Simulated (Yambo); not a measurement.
G0W0@LDA for RbCdF3 (cubic perovskite, space group Pm-3m, No. 221) in Yambo. Reference settings: 4×4×4 Γ-centred k mesh, bands 5 to 132 and a 7 Ry block in the screening, 132 bands in G with the Bruneval-Gonze terminator, plasmon pole fitted at 27.2 eV. The LDA gap R → Γ on this mesh is 2.92 eV; G0W0 gaps are taken between the same points.

| change from the reference | G0W0 gap R → Γ (eV) | shift of the valence edge (eV) |
|---|---|---|
| reference settings | 6.36 | -1.85 |
| 78 bands in W, 78 bands in G, 3 Ry block | 6.77 | -2.07 |
| 41 bands in W, 41 bands in G, 6 Ry block | 7.47 | -2.11 |
| 57 bands in W, 57 bands in G, 3 Ry block | 7.10 | -2.14 |
| 105 bands in W, 105 bands in G, 4 Ry block | 6.53 | -1.98 |
| 57 bands in W, 57 bands in G, 6 Ry block | 6.94 | -1.92 |
| 57 bands in W, 57 bands in G | 6.93 | -1.90 |
| 78 bands in W, 78 bands in G, 6 Ry block | ___ | -1.87 |

Problem. Estimate the withheld gaps from the other rows; the computed values follow.

Solution. 
- 78 bands in W, 78 bands in G, 6 Ry block, G0W0 gap R → Γ (eV): 6.63

The reference isn't shown to be the converged limit.

Spin-orbit coupling is not included.

Geometry of the Materials Project entry, not relaxed at this level; primitive cell a = b = c = 4.4250 Å, α = β = γ = 90.00°.

The structure is a Materials Project entry; no match was found in the copy of COD used, and its stability was not checked.

A shift is the quasiparticle energy of the state minus its LDA energy.
